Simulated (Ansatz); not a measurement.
SnMo3C:
```xyz
5
Lattice="4.1970 0.0000 0.0000 0.0000 4.1970 0.0000 0.0000 0.0000 4.1970" Properties=species:S:1:pos:R:3 pbc="T T T"
Sn     0.0000     0.0000     0.0000
Mo     0.0000     2.0985     2.0985
Mo     2.0985     0.0000     2.0985
Mo     2.0985     2.0985     0.0000
C      2.0985     2.0985     2.0985
```

Relaxed with r²SCAN. Special points in fractions of this cell's reciprocal vectors: Γ (0.000, 0.000, 0.000); X (0.000, 0.500, 0.000); M (0.500, 0.500, 0.000); R (0.500, 0.500, 0.500).

Task: List the band energies nearest the Fermi level at these points for DFT-r²SCAN in the program Ansatz with PAW potentials.

Result: In eV from the Fermi level; about four levels below and three above (degenerate sets whole), none deeper than 8.9 eV; points with the same levels are listed once.

| k | below | above |
|---|---|---|
| Γ | -3.70 -3.70 -2.51 -2.51 -2.51 | 0.24 0.24 0.24 |
| X | -3.38 -2.09 -1.10 -0.61 | 0.10 0.10 0.44 |
| M | -1.43 -1.43 -1.41 -1.41 -0.16 | 0.00 0.89 0.94 |
| R | -1.45 -1.45 -1.45 -1.45 -1.45 -1.45 | 0.97 0.97 2.69 |

Space group Pm-3m (anti-perovskite). The start of the workflow was typed in or built on a structure type; neither database checked (COD, Materials Project) lists it. Its standing as an ambient phase is unchecked. Symmetry was held in the r²SCAN relaxation; its stability against distortions is not shown here. No spin polarisation was allowed. Its formation energy is positive at this level, so the cell may be metastable or incomplete. Spin–orbit coupling is left out wherever it is not named.

Potentials: the earlier of the program's two PAW sets.
